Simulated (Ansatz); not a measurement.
Each is relaxed and computed with r²SCAN in the plane-wave PAW code Ansatz. Which alone has a direct gap?
A) BaTiO3, cubic perovskite
B) Al2O3, corundum
C) TiNi4GeO8, F-43m (Pearson symbol cF56)
D) ZnGeO3, R-3 (Zn on 6c, Ge on 6c, O on 18f)

B, Al2O3, corundum. Al2O3: gap 7.14 eV (direct); ZnGeO3: gap 3.19 eV (indirect); TiNi4GeO8: gap 2.07 eV (indirect); BaTiO3: gap 2.17 eV (indirect). Spin orders computed, not proven ground states: TiNi4GeO8, F-43m (Pearson symbol cF56) ferromagnetic. Not the usual ambient phase: BaTiO3, cubic perovskite. Standing as an ambient phase not checked: ZnGeO3, R-3 (Zn on 6c, Ge on 6c, O on 18f); TiNi4GeO8, F-43m (Pearson symbol cF56). Unstable at this level: BaTiO3, cubic perovskite. All cells were relaxed under the symmetry of their starts (and spin orders); stability against distortions was not tested throughout. Rows with no word on spin ran without spin polarisation. No Hubbard U is applied. Spin–orbit coupling is left out wherever it is not named.

Potentials: the later of the program's two PAW sets.
